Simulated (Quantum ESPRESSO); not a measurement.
Pt3NbOsAl2In, input and log of a self-consistent run

A calculation, not a measurement. The program is pw.x of Quantum ESPRESSO 7.5 (plane-wave density functional theory). The cell is made up: eight metal atoms on a hexagonal close-packed lattice, with elements, volume, strain and displacements drawn at random and not relaxed, so it may be unstable or far from any real phase. PseudoDojo standard norm-conserving files set the functional (PBE unless stated); there is no spin polarisation or spin-orbit coupling, the Fermi-Dirac width of 0.25 eV means electrons at about 2900 K, and the masses in the input are unused placeholders. Heavy elements are run without spin-orbit coupling, which real alloys of them have. A spin test at this wide smearing found no moment, but such smearing suppresses magnetism that the real alloy may have.

Input:

```
&control calculation='scf', pseudo_dir='./dojo.nc.sr.pbe.v0_5.standard.upf', outdir='./o', disk_io='minimal', tprnfor=.true., tstress=.true. /
&system ibrav=0, nat=8, ntyp=5, nbnd=65, ecutwfc=84.00895049, nosym=.true., tot_charge=0,
 occupations='smearing', smearing='fd', degauss=0.0183746611
/
&electrons conv_thr=1.470e-08, electron_maxstep=70, mixing_beta=0.5 /
ATOMIC_SPECIES
Al 1.0 Al.upf
In 1.0 In.upf
Nb 1.0 Nb.upf
Os 1.0 Os.upf
Pt 1.0 Pt.upf
CELL_PARAMETERS angstrom
2.971 0.0371 4.6369
2.8598 -0.0507 -4.5683
-2.9272 4.8749 0.0127
ATOMIC_POSITIONS angstrom
Pt -0.0202 -0.0083 0.0385
Pt -1.358 2.4729 0.0847
Nb 3.0232 1.572 -2.3363
Pt 1.3761 4.038 -2.2428
Os 2.8308 0.0019 -0.0854
Al 1.4235 2.4345 0.0649
In 3.1276 1.4862 2.4573
Al 1.5384 4.1321 2.2361
K_POINTS automatic
5 5 5 1 1 1
```

The log is shortened where brackets say so; the opening notice, blank lines, dates and the lines on written files are dropped, and the path of the files is cut. It prints rydbergs, bohrs and kilobars, and counts compression as positive stress. Its total energy is the free energy E - TS of the whole cell.

```
     Program PWSCF v.7.5
     Parallel version (MPI & OpenMP), running on       4 processor cores
     Number of MPI processes:                 4
     Threads/MPI process:                     1
     [start-up lines left out]
     bravais-lattice index     =            0
     lattice parameter (alat)  =      10.4071  a.u.
     unit-cell volume          =     881.4203 (a.u.)^3
     number of atoms/cell      =            8
     number of atomic types    =            5
     number of electrons       =       102.00
     number of Kohn-Sham states=           65
     kinetic-energy cutoff     =      84.0090  Ry
     charge density cutoff     =     336.0358  Ry
     scf convergence threshold =      1.5E-08
     mixing beta               =       0.5000
     number of iterations used =            8  plain     mixing
     Exchange-correlation= PBE
                           (   1   4   3   4   0   0   0)
     [axes and pseudopotential details left out]
   Cartesian axes
     site n.     atom                  positions (alat units)
         1        Pt     tau(   1) = (  -0.0036679  -0.0015071   0.0069909  )
         2        Pt     tau(   2) = (  -0.2465871   0.4490318   0.0153799  )
         3        Nb     tau(   3) = (   0.5489558   0.2854454  -0.4242278  )
         4        Pt     tau(   4) = (   0.2498737   0.7332243  -0.4072500  )
         5        Os     tau(   5) = (   0.5140196   0.0003450  -0.0155070  )
         6        Al     tau(   6) = (   0.2584806   0.4420591   0.0117846  )
         7        In     tau(   7) = (   0.5679129   0.2698658   0.4461991  )
         8        Al     tau(   8) = (   0.2793443   0.7503111   0.4060334  )
     number of k points=    63  Fermi-Dirac smearing, width (Ry)=  0.0184
                       cart. coord. in units 2pi/alat
        k(    1) = (   0.1894810   0.2267582  -0.0044518), wk =   0.0320000
        k(    2) = (   0.1900342   0.4530364  -0.0066167), wk =   0.0320000
     [further k points left out]
     Dense  grid:    91683 G-vectors     FFT dimensions: (  64,  60,  64)
     Estimated max dynamical RAM per process >     358.51 MB
     Estimated total dynamical RAM >       1.33 GB
     Initial potential from superposition of free atoms
     starting charge     101.9882, renormalised to     102.0000
     Starting wfcs are   67 randomized atomic wfcs
     total cpu time spent up to now is        8.0 secs
     per-process dynamical memory:   289.5 Mb
     Self-consistent Calculation
     iteration #  1     ecut=    84.01 Ry     beta= 0.50
     Davidson diagonalization with overlap
     ethr =  1.00E-02,  avg # of iterations =  5.7
     total cpu time spent up to now is       28.6 secs
     total energy              =   -1252.00658599 Ry
     estimated scf accuracy    <       1.67371554 Ry
     iteration #  2     ecut=    84.01 Ry     beta= 0.50
     Davidson diagonalization with overlap
     ethr =  1.64E-03,  avg # of iterations =  2.6
     total cpu time spent up to now is       47.3 secs
     total energy              =   -1251.59396778 Ry
     estimated scf accuracy    <      12.39912421 Ry
     iteration #  3     ecut=    84.01 Ry     beta= 0.50
     Davidson diagonalization with overlap
     ethr =  1.64E-03,  avg # of iterations =  2.1
     total cpu time spent up to now is       64.5 secs
     total energy              =   -1252.70064565 Ry
     estimated scf accuracy    <       1.35382837 Ry
     iteration #  4     ecut=    84.01 Ry     beta= 0.50
     Davidson diagonalization with overlap
     ethr =  1.33E-03,  avg # of iterations =  1.1
     total cpu time spent up to now is       78.7 secs
     total energy              =   -1252.83708339 Ry
     estimated scf accuracy    <       0.06412230 Ry
     iteration #  5     ecut=    84.01 Ry     beta= 0.50
     Davidson diagonalization with overlap
     ethr =  6.29E-05,  avg # of iterations =  3.7
     total cpu time spent up to now is       95.6 secs
     total energy              =   -1252.84564847 Ry
     estimated scf accuracy    <       0.01840528 Ry
     [iterations 6 to 9 left out]
     iteration # 10     ecut=    84.01 Ry     beta= 0.50
     Davidson diagonalization with overlap
     ethr =  2.20E-08,  avg # of iterations =  2.0
     total cpu time spent up to now is      176.5 secs
     total energy              =   -1252.84897477 Ry
     estimated scf accuracy    <       0.00002269 Ry
     iteration # 11     ecut=    84.01 Ry     beta= 0.50
     Davidson diagonalization with overlap
     ethr =  2.20E-08,  avg # of iterations =  1.4
     total cpu time spent up to now is      191.0 secs
     total energy              =   -1252.84897776 Ry
     estimated scf accuracy    <       0.00000032 Ry
     iteration # 12     ecut=    84.01 Ry     beta= 0.50
     Davidson diagonalization with overlap
     ethr =  3.17E-10,  avg # of iterations =  4.6
     total cpu time spent up to now is      209.7 secs
     total energy              =   -1252.84897784 Ry
     estimated scf accuracy    <       0.00000009 Ry
     iteration # 13     ecut=    84.01 Ry     beta= 0.50
     Davidson diagonalization with overlap
     ethr =  9.15E-11,  avg # of iterations =  2.0
     total cpu time spent up to now is      225.7 secs
     total energy              =   -1252.84897782 Ry
     estimated scf accuracy    <       0.00000064 Ry
     iteration # 14     ecut=    84.01 Ry     beta= 0.50
     Davidson diagonalization with overlap
     ethr =  9.15E-11,  avg # of iterations =  2.0
     total cpu time spent up to now is      240.9 secs
     End of self-consistent calculation
     [lines on levels left out]
!    total energy              =   -1252.84897787 Ry
     estimated scf accuracy    <          3.9E-09 Ry
     smearing contrib. (-TS)   =      -0.07937731 Ry
     internal energy E=F+TS    =   -1252.76960056 Ry
     The total energy is F=E-TS. E is the sum of the following terms:
     one-electron contribution =    -402.80444006 Ry
     hartree contribution      =     260.35312342 Ry
     xc contribution           =    -254.66386939 Ry
     ewald contribution        =    -855.65441453 Ry
     convergence has been achieved in  14 iterations
     Forces acting on atoms (cartesian axes, Ry/au):
     atom    1 type  5   force =    -0.00252049   -0.04049609    0.01567848
     atom    2 type  5   force =    -0.01936989    0.00462746   -0.04219760
     atom    3 type  3   force =    -0.00319763    0.00613472    0.06233568
     atom    4 type  5   force =     0.02073555   -0.03326724    0.01915919
     atom    5 type  4   force =     0.00410627    0.03506329    0.00189470
     atom    6 type  1   force =     0.03900400    0.02854415   -0.03272766
     atom    7 type  2   force =    -0.05055998    0.04867047   -0.04524806
     atom    8 type  1   force =     0.01180215   -0.04927676    0.02110528
     Total force =     0.156682     Total SCF correction =     0.000233
     Computing stress (Cartesian axis) and pressure
          total   stress  (Ry/bohr**3)                   (kbar)     P=        4.14
  -0.00010129   0.00010306  -0.00017517          -14.90       15.16      -25.77
   0.00010306   0.00009175   0.00006304           15.16       13.50        9.27
  -0.00017517   0.00006304   0.00009403          -25.77        9.27       13.83
     init_run     :      7.65s CPU      7.88s WALL (       1 calls)
     electrons    :    231.52s CPU    232.92s WALL (       1 calls)
     forces       :      2.39s CPU      2.41s WALL (       1 calls)
     stress       :      8.29s CPU      8.52s WALL (       1 calls)
     [timing details left out]
     PWSCF        :   4m 9.94s CPU   4m11.90s WALL
     JOB DONE.
```

In other units: free energy -17045.879 eV for the cell, pressure 0.41 GPa, largest force component 1.603 eV/Å in size. The run took 254 s of wall time with four MPI processes on a shared machine (Intel Xeon, 2023 or later, virtual cores), so the time is rough. A rerun of this cell at a higher cutoff and on a denser mesh moved values by no more than 0.003 eV in energy, 0.02 GPa in stress and 0.003 eV/Å in force, and a second program with other atomic files agreed on that cell to 2 % rms in force and 0.5 GPa in pressure.